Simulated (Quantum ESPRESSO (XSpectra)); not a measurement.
The core hole at the O K edge of SnO₂ (P4₂/mnm)

```
CELL_PARAMETERS angstrom
      4.76482     0.00000     0.00000
      0.00000     4.76482     0.00000
      0.00000     0.00000     3.20750
ATOMIC_POSITIONS crystal
  Sn 0.50000 0.50000 0.50000
  Sn 0.00000 0.00000 0.00000
  O  0.19403 0.80597 0.50000
  O  0.80597 0.19403 0.50000
  O  0.69403 0.69403 0.00000
  O  0.30597 0.30597 0.00000
```

Geometry: Materials Project entry mp-856 (a computed structure). The cell is the entry's, not relaxed again.

Absorber: atom 3, O on Wyckoff site f (site symmetry m.2m), with 1 Sn at 2.06 Å, 2 Sn at 2.07 Å.

Simulated with Quantum ESPRESSO (XSpectra): LDA, no, half or full core hole, dipole K-edge X-ray absorption, plane waves, Troullier-Martins potentials made with ld1.x and PseudoDojo potentials for the other elements (Perdew-Zunger form enforced), scalar-relativistic, no spin, constant broadening.

Full-hole run: 36-atom cell (absorber images 7.5 Å apart), 70 Ry, k meshes 2×2×2 (SCF) and 3×3×3 (spectrum), Lorentzian half width 0.5 eV. The ground-state test found a gap, so occupations are fixed and the excited electron is left out (charged cell on a uniform background); energies count from the highest occupied level. Field directions run: x; z, weighted by the site's symmetry in the crystal. Intensities are scaled to a mean of 1 over 0–35 eV.

The half-hole run shares these settings; the run without a hole takes the primitive cell with a 5×5×7 mesh.

```
core hole              mean 0–10 eV  mean 10–20 eV  mean 20–30 eV  highest value below 30 eV
---------------------  ------------  -------------  -------------  -------------------------
none (primitive cell)          0.89           1.28           0.78                        3.4
half                           1.03           1.07           0.82                        2.8
full                           1.16           0.84           0.89                        2.6
```

From no hole to a full hole the mean over the first 10 eV goes from 0.89 through 1.03 to 1.16: the hole pulls absorption towards the edge. For scale, a 72-atom cell moves the full-hole means to 1.21, 0.80, 0.89. Each run counts from its own energy zero.
